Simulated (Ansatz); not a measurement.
In:
```xyz
1
Lattice="-1.7265 1.7265 2.3018 1.7265 -1.7265 2.3018 1.7265 1.7265 -2.3018" Properties=species:S:1:pos:R:3 pbc="T T T"
In     0.0000     0.0000     0.0000
```

Relaxed with PBE. Special points in fractions of this cell's reciprocal vectors: Γ (0.000, 0.000, 0.000); X (0.000, 0.000, 0.500); P (0.250, 0.250, 0.250); N (0.000, 0.500, 0.000); M (0.500, 0.500, -0.500); S (0.391, 0.609, -0.391); S0 (-0.391, 0.391, 0.391); R (-0.281, 0.281, 0.500); G (0.500, 0.500, -0.281).

Problem. List the band energies nearest the Fermi level at these points for PBE (plane waves, PAW; program Ansatz).

Solution. In eV from the Fermi level; about four levels below and three above (degenerate sets whole), none deeper than 8.9 eV; … stands for higher levels left out; points with the same levels are listed once.

```json
[
 {"k": "Γ", "below": "–", "above": "10.05 10.20 10.20"},
 {"k": "X", "below": "-2.51 -2.26", "above": "4.05 4.37 …"},
 {"k": "P", "below": "-1.92 -0.07 -0.07", "above": "1.19 …"},
 {"k": "N", "below": "-4.29 -3.18", "above": "7.56 8.42 …"},
 {"k": "M", "below": "-1.66 -1.54", "above": "3.41 3.41 …"},
 {"k": "S", "below": "-1.79 -0.89", "above": "0.43 4.16 …"},
 {"k": "R", "below": "-1.56 -0.15", "above": "0.14 1.57 …"}
]
```

Space group I4/mmm (body-centred tetragonal). Its axis ratio c/a = 1.33 departs by over 6 % from that of the usual cell of this phase: another minimum, or an error of the functional. The PBE relaxation kept the symmetry of its start; its stability against distortions is not shown here. Scalar-relativistic: spin–orbit coupling is off unless named, which matters more the heavier the elements.

Potentials: the earlier of the program's two PAW sets.
